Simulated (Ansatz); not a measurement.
Nb₂CS:
```
Nb2CS
1.0
    3.26523     0.00000     0.00000
   -1.63261     2.82777     0.00000
    0.00000     0.00000    11.58171
Nb C S
4 2 2
Direct
  0.66667   0.33333   0.90384
  0.33333   0.66667   0.09616
  0.33333   0.66667   0.40384
  0.66667   0.33333   0.59616
  0.00000   0.00000   0.00000
  0.00000   0.00000   0.50000
  0.33333   0.66667   0.75000
  0.66667   0.33333   0.25000
```

Relaxed with PBEsol. Special points in fractions of this cell's reciprocal vectors: Γ (0.000, 0.000, 0.000); M (0.500, 0.000, 0.000); K (0.333, 0.333, 0.000); A (0.000, 0.000, 0.500); L (0.500, 0.000, 0.500); H (0.333, 0.333, 0.500).

Question: List the band energies nearest the Fermi level at these points for PBEsol with spin–orbit coupling (plane waves, PAW; program Ansatz).

Answer: In eV from the Fermi level; about four levels below and three above (degenerate sets whole), none deeper than 8.9 eV; points with the same levels are listed once.

| k | below | above |
|---|---|---|
| Γ | -0.08 -0.08 -0.08 -0.08 | 0.87 0.87 0.88 0.88 |
| M | -3.48 -3.48 -2.89 -2.89 | 0.53 0.53 0.83 0.83 |
| K | -0.92 -0.92 -0.34 -0.34 | 0.17 0.17 0.20 0.20 |
| A | -0.82 -0.82 -0.82 -0.82 | 1.03 1.03 1.03 1.03 1.03 1.03 1.03 1.03 |
| L | -3.48 -3.48 -3.48 -3.48 | 1.15 1.15 1.15 1.15 |
| H | -0.95 -0.95 -0.89 -0.89 | 0.04 0.04 0.07 0.07 |

Space group P6_3/mmc. The workflow started from a Materials Project entry (that database holds measured and hypothetical structures alike); the Crystallography Open Database copy checked does not list it. Its standing as an ambient phase is unchecked. The cell was relaxed with PBEsol under the symmetry of its start; of distortions, only those at the zone centre were tested. No spin polarisation was allowed.

Potentials: the later of the program's two PAW sets.
